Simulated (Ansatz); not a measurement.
Input and command of a plane-wave DFT calculation in Ansatz:

```yaml
crystal:
  lattice:
    - [3.8885925, 0.0, 0.0]
    - [0.0, 3.8885925, 0.0]
    - [0.0, 0.0, 4.0880075]
  atoms:
    - { symbol: K, position: [0.5, 0.5, 0.5] }
    - { symbol: Ta, position: [0.0, 0.0, 0.0] }
    - { symbol: O, position: [0.5, 0.0, 0.0] }
    - { symbol: O, position: [0.0, 0.5, 0.0] }
    - { symbol: O, position: [0.0, 0.0, 0.5] }
basis:
  ecutwfc: 500
kpoints:
  mp_grid: { grid: [6, 6, 6] }
hamiltonian:
  xc: r2scan
scf:
  occupations: { method: gaussian, width: 0.05 }
output:
  forces: true
  stress: true
  eigenvalues: true
```

```bash
ansatz run input.yaml --threads 1 --pin off --max-ram 2560MiB --backend cpu --events-out ev --progress --plain --runs-dir out
```

Processor: Oxide Virtual Turin-like Processor (Zen 5), 1 thread, on a host shared with other jobs.

Question: Estimate time, memory and problem size.

Answer: About 5.3 s on 1 thread of Oxide Virtual Turin-like Processor (Zen 5), on a shared host, peak memory 0.53 GiB. It solves 25 bands at 40 k points (the mesh reduced by symmetry) with about 1575 plane waves, in 7 SCF iterations.
